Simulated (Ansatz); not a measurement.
ZnSnN2:
```yaml
crystal:
  lattice:
    - [1.58370, 0.91435, 5.15018]
    - [-1.58370, 0.91435, 5.15018]
    - [0.00000, -1.82870, 5.15018]
  atoms:
    - { symbol: Zn, position: [0.00000, 0.00000, 0.00000] }
    - { symbol: Sn, position: [0.50000, 0.50000, 0.50000] }
    - { symbol: N, position: [0.75355, 0.75355, 0.75355] }
    - { symbol: N, position: [0.24645, 0.24645, 0.24645] }
```

Relaxed with r²SCAN. Special points in fractions of this cell's reciprocal vectors: Γ (0.000, 0.000, 0.000); T (0.500, 0.500, 0.500); H2 (0.812, 0.188, 0.500); H0 (0.500, -0.188, 0.188); L (0.500, 0.000, 0.000); S0 (0.344, -0.344, 0.000); S2 (0.656, 0.000, 0.344); F (0.500, 0.000, 0.500).

Problem. List the band energies nearest the valence-band maximum at these points for plane-wave PAW r²SCAN (Ansatz code).

Solution. In eV from the valence-band maximum; about four levels below and three above (degenerate sets whole), none deeper than 8.9 eV; points with the same levels are listed once.

```csv
k,below,above
Γ,-1.03 -1.03 -0.84 -0.19 -0.19,1.19 4.04 8.98
T,-0.66 -0.66 -0.61 -0.61,3.67 4.36 8.46
H2,-4.18 -3.56 -1.53 -1.47,4.54 5.12 7.90
L,-2.68 -2.67 -2.18 -1.36,3.65 4.82 7.67
S0,-4.76 -3.40 -1.75 -1.37,4.37 5.78 7.49
F,-3.23 -2.91 -0.12 -0.04,1.28 4.26 8.22
```

Space group R-3m. The start of the workflow was typed in or built on a structure type; neither database checked (COD, Materials Project) lists it. Whether it is the stable phase at ambient conditions was not checked. The cell was relaxed with r²SCAN under the symmetry of its start; whether a distortion lowers the energy is not shown. Its formation energy is positive at this level, so the cell may be metastable or incomplete. Spin–orbit coupling is left out wherever it is not named.

Potentials: the later of the program's two PAW sets.
